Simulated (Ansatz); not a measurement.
One starting cell of TiO$_{2}$ (a generated cell, TiO2 built in the AFLOW prototype A2B_tI12_141_e_a (C5, as in TiO2)) was relaxed twice with Ansatz (plane waves, PAW, scalar-relativistic): with r2SCAN at 500 eV and with PBE at 420 eV. The r2SCAN result:

Space group I4₁/amd, origin choice 1 (No. 141); a = b = 3.7780 Å, c = 9.5889 Å, α = β = γ = 90.00°

```
atom  site  symmetry       x       y       z
----  ----  --------  ------  ------  ------
O       8e      2mm.  0.0000  0.0000  0.2072
Ti      4a      -4m2  0.0000  0.0000  0.0000
```
(The calculation used a cell of 6 atoms; values per cell refer to that cell.)

```
quantity                           r2SCAN      PBE
--------------------------------  -------  -------
space group                       I4₁/amd  I4₁/amd
volume (Å³/atom)                    11.41      ___
a (Å)                               3.778      ___
c (Å)                               9.589      ___
gap (eV, no spin-orbit coupling)     2.53      ___
```

Problem. What does PBE give for the same quantities?

Solution. 
- volume (Å³/atom), PBE: 11.67
- a (Å), PBE: 3.799
- c (Å), PBE: 9.703
- gap (eV, no spin-orbit coupling), PBE: 2.13

Both levels end in the same structure; PBE's volume is 2.3 % larger; its gap is 0.40 eV smaller. Neither column is exact.

No spin polarisation in the result.

Measured for TiO2: gap 3.42 eV (0 K or low temperature; as listed in Wei Kang, Mark S. Hybertsen, Physical Review B (2010)). Computed minus measured — gap: r2SCAN -0.89 eV, PBE -1.29 eV. The computed values are for a static lattice, and a measured gap can be an optical one, lowered by exciton binding.

The run could not lose the symmetry of its start.

Ansatz is a quantum-chemistry and plane-wave program.
